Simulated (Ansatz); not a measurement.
The start is a generated cell, Hf placed in the AFLOW prototype A_tI4_139_e (as in Si). Cell shape, volume and atoms are optimised at zero target pressure with r2SCAN (plane waves to 500 eV, PAW, scalar-relativistic; Ansatz, a program for electronic structure). The first steps use a coarse 13×13×13 k-mesh.

The start:
```
Hf
1.0
   -1.79451     1.79451     3.48525
    1.79451    -1.79451     3.48525
    1.79451     1.79451    -3.48525
Hf
2
Direct
  0.81900   0.81900   0.00000
  0.18100   0.18100   0.00000
```

Task: What symmetry does the relaxed structure have?

Result: The space group goes from I4/mmm (No. 139) to Pm-3m (No. 221); the end is AFLOW prototype A_cP1_221_a (A_h), with 1 atom in the primitive cell.

Task: By how much does the energy per atom fall from start to end?

Result: 0.78 eV/atom.

Task: How do the shortest distances between atoms change?

Result: The closest pairs of elements (up to four, under 3.6 Å), start → end: Hf–Hf 2.52 → 2.89 Å.

Task: What does it relax into? Give the structure.

Result: 
Space group Pm-3m (No. 221); a = b = c = 2.8944 Å, α = β = γ = 90.00°

```json
[
 {"atom": "Hf", "site": "1b", "symmetry": "m-3m", "x": "0.5000", "y": "0.5000", "z": "0.5000"}
]
```

Final values are on a 16×16×16 k-mesh of the relaxed cell. The start holds a very short contact (Hf–Hf 2.52 Å). No spin polarisation in the result.

The run could not lose the symmetry of its start, so the end can be a saddle point.

The relaxed structure here is a generated cell of Hf: the first start was made by placing the elements on the sites of a structure type, and the end was not matched to a known phase here, so it may be hypothetical. Known forms of Hf include space group No. 194.
